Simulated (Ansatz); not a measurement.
Values for one crystal, relaxed and computed with plane-wave PAW PBEsol (Ansatz code); other levels are named.

Volume per atom: 18.20 Å³
Electronic character: metallic (no gap)
Bulk modulus (Birch–Murnaghan fit): 2030 kbar
Elastic constants (relaxed ions, GPa): C11 = 95.2, C12 = 256, C44 = 42.5
Mechanical stability: unstable (C has a negative eigenvalue)
Density of states at the Fermi level: 1.2 states/eV per atom (mean over ±0.08 eV)
Gap with spin–orbit coupling: none (metallic)

Problem. Which compound is it?
A. Al, fcc (Cu type)
B. Cu, fcc (Cu type)
C. Ta, fcc (Cu type)
D. Pd, fcc (Cu type)

Solution. C, Ta, fcc (Cu type)

Space group Fm-3m (fcc (Cu type)). The workflow started from a Materials Project entry (that database holds measured and hypothetical structures alike); the Crystallography Open Database files this formula in space group No. 225, but the cells were not matched. It is not the phase usual at ambient conditions (space group No. 229). The cell was relaxed with PBEsol under the symmetry of its start. The run is not spin-polarised. As this level gives no gap, shear constants depend on the k-mesh and smearing (Fermi–Dirac, 0.1 eV here). Spin–orbit coupling is left out wherever it is not named.

Potentials: the earlier of the program's two PAW sets.
